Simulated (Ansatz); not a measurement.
Total density of states per atom from LDA in the plane-wave PAW code Ansatz, in 0.25 eV bins, energy from the Fermi level:

(E (eV), states/eV/atom): (-7.85, 0.00); (-7.60, 1.46); (-7.35, 1.10); (-7.10, 0.49); (-6.85, 0.31); (-6.60, 0.21); (-6.35, 0.15); (-6.10, 0.11); (-5.85, 0.08); (-5.60, 0.05); (-5.35, 0.03); (-5.10, 0.02); (-4.85, 0.00); (-4.60, 0.01); (-4.35, 1.09); (-4.10, 1.05); (-3.85, 1.46); (-3.60, 1.45); (-3.35, 1.40); (-3.10, 1.03); (-2.85, 0.45); (-2.60, 0.07); (-2.35, 0.03); (-2.10, 0.12); (-1.85, 0.28); (-1.60, 0.33); (-1.35, 0.39); (-1.10, 0.47); (-0.85, 0.57); (-0.60, 0.89); (-0.35, 0.65); (-0.10, 0.27); (0.15, 0.16); (0.40, 0.20); (0.65, 0.27); (0.90, 0.33); (1.15, 0.42); (1.40, 0.57); (1.65, 0.67); (1.90, 0.87); (2.15, 0.86); (2.40, 1.08); (2.65, 1.64); (2.90, 1.09); (3.15, 1.03); (3.40, 0.67); (3.65, 0.56); (3.90, 0.49); (4.15, 0.49); (4.40, 0.48); (4.65, 0.10)

Which of these materials gives this?
A. SnS, zinc blende
B. NaH, rock salt
C. Mg2Sn, C2/m (Mg on 4i, Mg on 4i, Sn on 4i)
D. TiS2, CdI2 type

A, SnS, zinc blende. Within 0.5 eV of the Fermi level: S 3p 46 %, Sn 5p 26 %, Sn 5s 19 %. Projections are on Löwdin-orthogonalised atomic valence shells; empty p or d shells of many metals are not among them.

Space group F-43m (zinc blende). The first step of the workflow began from a Materials Project structure, measured or hypothetical; the Crystallography Open Database copy checked does not list it. It is not the phase usual at ambient conditions (space group No. 62). The cell was relaxed with LDA under the symmetry of its start. At this level the phase is mechanically unstable. Spin–orbit coupling is left out wherever it is not named.

Potentials: the later of the program's two PAW sets.
